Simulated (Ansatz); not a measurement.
Mo₂N:
```
CELL_PARAMETERS angstrom
     -2.12693     2.12693     4.01256
      2.12693    -2.12693     4.01256
      2.12693     2.12693    -4.01256
ATOMIC_POSITIONS crystal
  Mo 0.98910 0.48910 0.50000
  Mo 0.23910 0.23910 0.00000
  Mo 0.76090 0.76090 0.00000
  Mo 0.51090 0.01090 0.50000
  N  0.25000 0.75000 0.50000
  N  0.50000 0.50000 0.00000
```

Relaxed with PBE.

Problem. Map the valence electron density (e/Å³), cut off at 4 on the plane through (0.989, 0.489, 0.500) spanned by u = [1, 1, 0] and v = [1, 0, 1] in lattice vectors, from PBE in the plane-wave PAW code Ansatz.

Solution. x is the fraction of u, y of v (the angle between them is 90°; rows are the nearest grid lines); atoms in the plane: Mo at (0.00, 0.00), Mo at (0.75, 0.50), Mo at (0.27, 0.50), Mo at (0.52, 0.00), N at (0.26, 0.00), N at (0.01, 0.50).
```
|9999311258888521149999982000000000039999|
|9998311257887421139999972000000000038999|
|9995201135765310126999951000000000025999|
|9852100112332110013698521000000000012589|
|3321000001111000001233210000000000001233|
|1100000000111000000011000000000000000011|
|1110000001121100000000000001121100000011|
|2211000013555310000000000023565310000122|
|5532100148999731000000000148999841001245|
|8863111379999962000000000279999972112468|
|8885211499999972000000000389999993112588|
|8885211499999972000000000389999993112588|
|8863111379999962000000000279999972112468|
|5532100148999731000000000148999841001245|
|2211000013555310000000000023565310000122|
|1110000001121100000000000001121100000011|
|1100000000111000000011000000000000000011|
|3321000001111000001233210000000000001233|
|9852100112332110013698521000000000012589|
|9995201135765310126999951000000000025999|
|9998311257887421139999972000000000038999|
|9999311258888521149999982000000000039999|
```
Scale: ten equal steps from 0.167 (start of '0') to 4.00 (end of '9'), in the order '0123456789'; x runs from 0.000 to 1.00, y from 0.000 (bottom) to 1.00 (top).

The density is the valence pseudo-density with augmentation charge, so density and ELF within about 1 Å of a nucleus are not all-electron values.

Space group I4_1/amd (anti-anatase). The first step of the workflow began from a Materials Project structure, measured or hypothetical; the Crystallography Open Database files this formula in space group No. 141, but the cells were not matched. Whether it is the stable phase at ambient conditions was not checked. The PBE relaxation kept the symmetry of its start. At this level the phase is dynamically unstable (imaginary phonons). The run is not spin-polarised.

Potentials: the later of the program's two PAW sets.
